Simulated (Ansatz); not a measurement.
Relax this structure to zero stress and force, keeping its symmetry:

```cif
data_structure
_symmetry_space_group_name_H-M 'P 1'
_symmetry_Int_Tables_number 1
_cell_length_a 4.7043
_cell_length_b 4.7043
_cell_length_c 4.7043
_cell_angle_alpha 60.000
_cell_angle_beta 60.000
_cell_angle_gamma 60.000
_cell_volume 73.61
loop_
_atom_site_label
_atom_site_type_symbol
_atom_site_fract_x
_atom_site_fract_y
_atom_site_fract_z
_atom_site_occupancy
Hg1 Hg 0.00000 0.00000 0.00000 1
Te1 Te 0.25000 0.25000 0.25000 1
```

Theory: Ansatz 0.2.0, DFT PBE+D3(BJ), scalar-relativistic, plane waves, PAW.

Plane waves to 420 eV, a k mesh through Γ of 12×12×12 on the computed 2-atom cell and Gaussian smearing (0.10 eV); no spin polarisation.

Question: What does it relax to?

Answer: The volume falls by 1.75 Å³/atom to 35.05 Å³/atom, and the energy falls by 9.8 meV/atom. Final structure:
```xyz
2
Lattice="0.0000 3.2728 3.2728 3.2728 0.0000 3.2728 3.2728 3.2728 0.0000" Properties=species:S:1:pos:R:3 pbc="T T T"
Hg    0.0000    0.0000    0.0000
Te    1.6364    1.6364    1.6364
```

Course of the relaxation (steps run on the plane waves of an earlier cell, and the basis is chosen afresh near the end, so energy and pressure can step there; trial steps that raised the energy were taken back; energies are free energies):

```csv
step,E − E_final (meV/atom),P (GPa),V (Å³/atom)
1,9.8,-1.71,36.81
2,0.4,0.59,34.56
3,-0.3,-0.06,35.11
4,-0.4,0.00,35.05
5,0.0,0.00,35.05
```

Spin–orbit coupling is left out, which can shift energies with elements as heavy as these.

Cost: 1 run of about 1 core-minutes, on Arm Neoverse V1 (shared hosts).